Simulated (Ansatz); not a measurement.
BeTe:
```
CELL_PARAMETERS angstrom
      3.84860     0.00000     0.00000
     -1.92430     3.33298     0.00000
      0.00000     0.00000     6.02573
ATOMIC_POSITIONS crystal
  Be 0.00000 0.00000 0.00000
  Be 0.00000 0.00000 0.50000
  Te 0.33333 0.66667 0.25000
  Te 0.66667 0.33333 0.75000
```

Relaxed with PBE. Special points in fractions of this cell's reciprocal vectors: Γ (0.000, 0.000, 0.000); M (0.500, 0.000, 0.000); K (0.333, 0.333, 0.000); A (0.000, 0.000, 0.500); L (0.500, 0.000, 0.500); H (0.333, 0.333, 0.500).

Task: List the band energies nearest the Fermi level at these points for PBE (plane waves, PAW; program Ansatz).

Result: In eV from the Fermi level; about four levels below and three above (degenerate sets whole), none deeper than 8.9 eV; points with the same levels are listed once.

```tsv
k	below	above
Γ	-0.72 -0.72 -0.48 -0.48	0.43 2.25 2.32
M	-4.35 -3.19 -2.81 -0.24	1.68 2.21 2.33
K	-3.79 -3.79 -3.29 -3.29 -0.67	5.97 6.18 6.39 6.39
A	-0.52 -0.52 -0.52 -0.52	2.58 2.58 3.42 3.42 3.42 3.42
L	-2.21 -2.21 -1.92 -1.92	1.37 1.37 3.21 3.21
H	-5.31 -5.31 -0.28 -0.28	2.23 2.23 2.69 2.69
```

Space group P6_3/mmc (NiAs type). A made-up cell: these elements were put on the sites of a structure type; neither database checked (COD, Materials Project) lists it. COD files the formula under space group No. 216, so this cell is another polymorph or a model. Its standing as an ambient phase is unchecked. The cell was relaxed with PBE under the symmetry of its start; whether a distortion lowers the energy is not shown. Spin–orbit coupling is left out wherever it is not named.

Potentials: the later of the program's two PAW sets.
